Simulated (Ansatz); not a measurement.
**Be: from a starting cell to a relaxed one**

The start is a relaxed Be cell displaced along its unstable phonon at q = (½, 0, 0) of its primitive reciprocal cell (100i cm⁻¹), largest move 0.15 Å. A full variable-cell relaxation at zero pressure is run with PBEsol (plane waves to 420 eV, PAW, scalar-relativistic; Ansatz, a program for electronic structure). First-step values are on the input's coarse k-mesh.

Ansatz input (later rounds restart from its end on a renewed k-mesh):
Ansatz 0.2 input:
```yaml
crystal:
  lattice:
    - [-2.4923511448, 2.4923511448, 2.4923511448]
    - [1.2461755724, -1.2461755724, 1.2461755724]
    - [1.2461755724, 1.2461755724, -1.2461755724]
  atoms:
    - { symbol: Be, position: [0, -0.0425566106, 0.0425566106] }
    - { symbol: Be, position: [0.5, 0.0425566106, -0.0425566106] }
basis: { ecutwfc: 420, ecutrho_ratio: 4, xc_grid: 2, fft_grid_basis: typed }
kpoints: { mp_grid: { grid: [9, 18, 18] } }
hamiltonian:
  xc: pbesol
  dispersion: none
  pseudopotentials: { azcp: { folder: ./paw }, kind: paw }
scf: { occupations: { method: fermi_dirac, width: 0.05 } }
relax: { f_tol: 0.01, max_steps: 100, cell: { stress_tol: 0.02 } }
output: { forces: true, stress: true }
```

Q: How does the volume change?

A: +1.2 %, from 7.74 to 7.84 Å³/atom.

Q: Is the parent structure recovered?

A: It does not go back: it reaches P6₃/mmc (No. 194), hcp (Mg type), 0.10 eV/atom below the parent.

Q: How do the shortest distances between atoms change?

A: The closest pairs of elements (up to four, under 3.6 Å), start → end: Be–Be 2.16 → 2.20 Å.

Q: What band gap does the relaxed structure have at this level?

A: Zero (metallic).

Q: What does it relax into? Give the structure.

A: 
```cif
data_Be2
_chemical_formula_sum 'Be2'
_space_group_name_H-M_alt 'P63/mmc'
_space_group_IT_number 194
_space_group_name_Hall '-P 6c 2c'
_cell_length_a 2.25677
_cell_length_b 2.25677
_cell_length_c 3.55294
_cell_angle_alpha 90.000
_cell_angle_beta 90.000
_cell_angle_gamma 120.000
loop_
_atom_site_label
_atom_site_type_symbol
_atom_site_symmetry_multiplicity
_atom_site_Wyckoff_symbol
_atom_site_fract_x
_atom_site_fract_y
_atom_site_fract_z
_atom_site_occupancy
Be1 Be 2 c 0.33333 0.66667 0.25000 1
```

Final values are on a 23×23×13 k-mesh of the relaxed cell. No spin polarisation in the result.

The run could not lose the symmetry of its start.

Of the parent cell (Im-3m (No. 229)): it is a generated cell of Be: the first start was made by placing the elements on the sites of a structure type, and the end was not matched to a known phase here, so it may be hypothetical. Known forms of Be include space group No. 194.
